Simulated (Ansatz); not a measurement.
YTi2Ga4:
```yaml
crystal:
  lattice:
    - [-3.35808, 3.35808, 2.72485]
    - [3.35808, -3.35808, 2.72485]
    - [3.35808, 3.35808, -2.72485]
  atoms:
    - { symbol: Y, position: [0.00000, 0.00000, 0.00000] }
    - { symbol: Ga, position: [0.30370, 0.30370, 0.60740] }
    - { symbol: Ga, position: [0.30370, 0.69630, 0.00000] }
    - { symbol: Ga, position: [0.69630, 0.69630, 0.39260] }
    - { symbol: Ga, position: [0.69630, 0.30370, 0.00000] }
    - { symbol: Ti, position: [0.75000, 0.25000, 0.50000] }
    - { symbol: Ti, position: [0.25000, 0.75000, 0.50000] }
```

Relaxed with r²SCAN. Special points in fractions of this cell's reciprocal vectors: Γ (0.000, 0.000, 0.000); X (0.000, 0.000, 0.500); M (-0.500, 0.500, 0.500); Z (0.415, 0.415, -0.415); Z0 (-0.415, 0.585, 0.415); P (0.250, 0.250, 0.250); N (0.000, 0.500, 0.000).

Question: List the band energies nearest the Fermi level at these points for the program Ansatz at the r²SCAN level (PAW).

Answer: In eV from the Fermi level; about four levels below and three above (degenerate sets whole), none deeper than 8.9 eV; points with the same levels are listed once.

| k | below | above |
|---|---|---|
| Γ | -1.58 -1.58 -0.82 -0.23 -0.06 | 1.37 1.44 2.60 |
| X | -1.95 -1.11 -0.68 -0.42 | 0.15 1.33 1.98 |
| M | -1.40 -1.15 -0.38 -0.07 | 1.31 1.31 1.36 |
| Z | -2.17 -1.84 -1.84 -0.21 | 0.02 0.31 1.16 |
| P | -1.00 -0.47 -0.41 -0.41 | 0.61 0.61 1.09 |
| N | -1.38 -1.22 -0.41 0.00 | 0.27 0.81 1.28 |

Space group I4/mmm. The workflow started from an entry of the Crystallography Open Database (COD). Its standing as an ambient phase is unchecked. The cell was relaxed with r²SCAN under the symmetry of its start; whether a distortion lowers the energy is not shown. The run is not spin-polarised. Spin–orbit coupling is left out wherever it is not named.

Potentials: the later of the program's two PAW sets.
